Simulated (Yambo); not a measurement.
Yambo run on KPF6 (space group R-3, No. 148). The wavefunctions are PBEsol (pw.x of Quantum ESPRESSO, ONCV potentials, scalar-relativistic) ones on a 2×2×2 mesh (28 occupied bands); a = 4.723 Å, b = 4.723 Å, c = 4.723 Å, α = 97.80°, β = 97.80°, γ = 97.80°.

Yambo input:

```
rim_cut
gw0
dyson
el_el_corr
HF_and_locXC
cohsex
em1s
RandQpts= 1000000
RandGvec= 1 Ry
EXXRLvcs= 84 Ry
VXCRLvcs= 336 Ry
Chimod= "HARTREE"
% BndsRnXs
 1 | 157 |
%
NGsBlkXs= 7 Ry
% LongDrXs
 1.0 | 1.0 | 1.0 |
%
ExtendOut
% QPkrange
 1 | 1 | 28 | 29 |
%
```

k points by index: 1 = Γ.

Resulting energies as the program prints them:

```
#    K-point    Band    Eo [eV]    E [eV]    E-Eo [eV]    Vxc [eV]    Vnlxc [eV]    Sc|Eo [eV]    Re(Z)    Im(Z)
#
    1    28    0.000000    -4.518805    -4.518805    -23.60856    -31.67271    3.545346    1.000000    0.000000
    1    29    7.504436    8.829837    1.325401    -12.94577    -7.873561    -3.746805    1.000000    0.000000
```
(The two width columns are left out.) Convergence of these settings isn't established.

Geometry of the Materials Project entry, not relaxed at this level.

The structure is a Materials Project entry; no match was found in the copy of COD used, and its stability was not checked.
